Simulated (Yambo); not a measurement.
Yambo input for RbLuO$_{2}$ (space group R-3m, No. 166) under isotropic strain of +2 % on all lattice vectors (a = b = c = 6.850 Å, α = β = γ = 29.17°), on norm-conserving PBEsol (Quantum ESPRESSO, 100 Ry, no spin-orbit coupling) wavefunctions on a 6×6×6 mesh:…

```
optics
chi
dipoles
kernel
FFTGvecs= 40 Ry
Chimod= "HARTREE"
NGsBlkXd= 4 Ry
% QpntsRXd
 1 | 1 |
%
% BndsRnXd
 2 | 59 |
%
GrFnTpXd= "R"
% EnRngeXd
 0.0 | 20.0 | eV
%
% DmRngeXd
 0.2 | 0.2 | eV
%
CGrdSpXd= 50
ETStpsXd= 161
% LongDrXd
 0.0 | 0.0 | 1.0 |
%
```

First lines of the file o-*.eps_q1_inv_rpa_dyson:

```
Absorption @ Q(1):   0.00000000     0.00000000     1.00000000    [q->0 direction]
#
# [ X ] Hartree size     :   67
# [GEN] GF Energies     : Perdew, Burke & Ernzerhof SOL(X)+Perdew, Burke & Ernzerhof SOL(C)
# [GEN] Green`s Function     : Retarded
#
# [GEN] Gauge     : Length
# [GEN] [r,Vnl] included     : yes
#
#    E[1] [eV]     Im(eps)     Re(eps)     Im(eps_o)     Re(eps_o)
#
     0.000000     -0.38484E-09     3.463845     -0.25542E-17     4.106111
     0.125000     0.002156     3.464514     0.002770     4.106971
     0.250000     0.004328     3.466527     0.005559     4.109557
     0.375000     0.006530     3.469897     0.008386     4.113886
     0.500000     0.008779     3.474648     0.011271     4.119988
     0.625000     0.011094     3.480815     0.014237     4.127906
     0.750000     0.013494     3.488442     0.017307     4.137694
     0.875000     0.016000     3.497589     0.020509     4.149426
     1.000000     0.018639     3.508327     0.023873     4.163190
     1.125000     0.021441     3.520747     0.027436     4.179095
     1.250000     0.024442     3.534956     0.031241     4.197274
     1.375000     0.027687     3.551087     0.035341     4.217889
     1.500000     0.031231     3.569303     0.039803     4.241136
     1.625000     0.035146     3.589801     0.044709     4.267254
     1.750000     0.039525     3.612827     0.050167     4.296537
     1.875000     0.044494     3.638686     0.056323     4.329349
     2.000000     0.050228     3.667766     0.063374     4.366148
     2.125000     0.056978     3.700563     0.071603     4.407517
     2.250000     0.065121     3.737728     0.081428     4.454213
     2.375000     0.075253     3.780133     0.093499     4.507242
     2.500000     0.088376     3.828961     0.108897     4.567956
     2.625000     0.106322     3.885824     0.129564     4.638186
     2.750000     0.132749     3.952742     0.159322     4.720245
     2.875000     0.175628     4.030999     0.206389     4.815825
     3.000000     0.251374     4.113070     0.287563     4.918041
     3.125000     0.364066     4.154991     0.407774     4.984261
     3.250000     0.424019     4.154784     0.481096     5.014160
     3.375000     0.482737     4.228753     0.564729     5.120837
     3.500000     0.634718     4.262879     0.756821     5.181187
     3.625000     0.707134     4.204137     0.871518     5.132192
     3.750000     0.738343     4.248408     0.948147     5.181265
     3.875000     0.840954     4.302719     1.089845     5.216350
     4.000000     0.970015     4.335753     1.231539     5.227081
```
(The file goes on to the top of the energy range.) Convergence of the RPA response with its 6×6×6 mesh was not tested.

Geometry strained from the cell relaxed with PBEsol, atoms relaxed again.
